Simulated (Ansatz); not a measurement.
# LuAl₃ (AuCu3-type structure)

Method: PBEsol, scalar-relativistic; no spin polarisation; PAW, 420 eV, Γ-centred 8×8×8 mesh, 0.05 eV Gaussian smearing; code Ansatz. The datasets are Ansatz's generated set soft_2.

```cif
data_structure
_symmetry_space_group_name_H-M 'Pm-3m'
_symmetry_Int_Tables_number 221
_cell_length_a 4.1469
_cell_length_b 4.1469
_cell_length_c 4.1469
_cell_angle_alpha 90.000
_cell_angle_beta 90.000
_cell_angle_gamma 90.000
_cell_volume 71.31
loop_
_atom_site_label
_atom_site_type_symbol
_atom_site_symmetry_multiplicity
_atom_site_Wyckoff_symbol
_atom_site_fract_x
_atom_site_fract_y
_atom_site_fract_z
_atom_site_occupancy
Lu1 Lu 1 a 0.00000 0.00000 0.00000 1
Al1 Al 3 c 0.00000 0.50000 0.50000 1
```

The cell came from substitution into a structure type; whether the compound takes it is for experiment to say.

The cell above was scaled in volume, its shape and atoms being fixed by the lattice's symmetry. Energies are counted from the cell above.

Cell and atoms are those of this level's equilibrium.

```json
{"V (Å³/atom)": "17.12", "ΔE (meV/atom)": "8.3", "P (GPa)": "3.8"}
{"V (Å³/atom)": "17.47", "ΔE (meV/atom)": "2.0", "P (GPa)": "1.8"}
{"V (Å³/atom)": "17.83", "ΔE (meV/atom)": "0.0", "P (GPa)": "0.0"}
{"V (Å³/atom)": "18.18", "ΔE (meV/atom)": "?", "P (GPa)": "?"}
{"V (Å³/atom)": "18.54", "ΔE (meV/atom)": "7.3", "P (GPa)": "-3.2"}
```

**Question.** Fill in the withheld row.

**Answer.** ΔE (meV/atom): 1.9, P (GPa): -1.7.

**Question.** What do the points give for the equilibrium volume, the bulk modulus and its pressure derivative (third-order Birch–Murnaghan)?

**Answer.** V0 = 17.83 Å³/atom, B0 = 87 GPa, B0′ = 3.7.

B0·V0 = 87.1 GPa × 17.83 Å³ = 9.69 eV/atom sets the scale: near the minimum ΔE ≈ ½ B0 V0 x², with x = V/V0 − 1, and a pressure of 0.9 GPa squeezes the volume by about 1 %. At the ends of the curve: x = −4.0 % predicts 7.7 meV/atom and the run gives 8.3; x = +4.0 % predicts 7.8 meV/atom and the run gives 7.3. Compression costs more and expansion less than the parabola says, since the crystal stiffens as it shrinks; B0′ measures that.

Scalar-relativistic only: spin–orbit splittings of the heavy atoms' levels are missing. The run is a metal.
